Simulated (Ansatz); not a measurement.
ZrVSi in space group P4/nmm (No. 129; V on 2a, Zr on 2c, Si on 2c), DFT-PBE in the program Ansatz with PAW potentials, all energies at zero smearing, with the estimated change up to a 700 eV cutoff added, with one set of potentials and settings (totals compare only within such a set). Cell of 6 atoms (2 V, 2 Zr, 2 Si): -15468.702 eV.

| element | reference phase | E (eV/atom) |
|---|---|---|
| V | Im-3m, 1 atoms in the cell | -2912.4140 |
| Zr | P6_3/mmc, 2 atoms in the cell | -4183.8362 |
| Si | Fd-3m, 2 atoms in the cell | -635.8096 |

Formation energy per atom, worked out: (-15468.702 − 2×(-2912.4140) − 2×(-4183.8362) − 2×(-635.8096))/6 = -0.764 eV/atom (-74 kJ per mol of atoms), at 0 K, without zero-point energy or fitted corrections.

The workflow started from an entry of the Crystallography Open Database (COD). Whether it is the stable phase at ambient conditions was not checked. Symmetry was held in the PBE relaxation; its stability against distortions is not shown here. The workflow began spin-polarised and lost its moments. The references are the lowest solids computed at this level, not always the standard phases.

Potentials: the later of the program's two PAW sets.
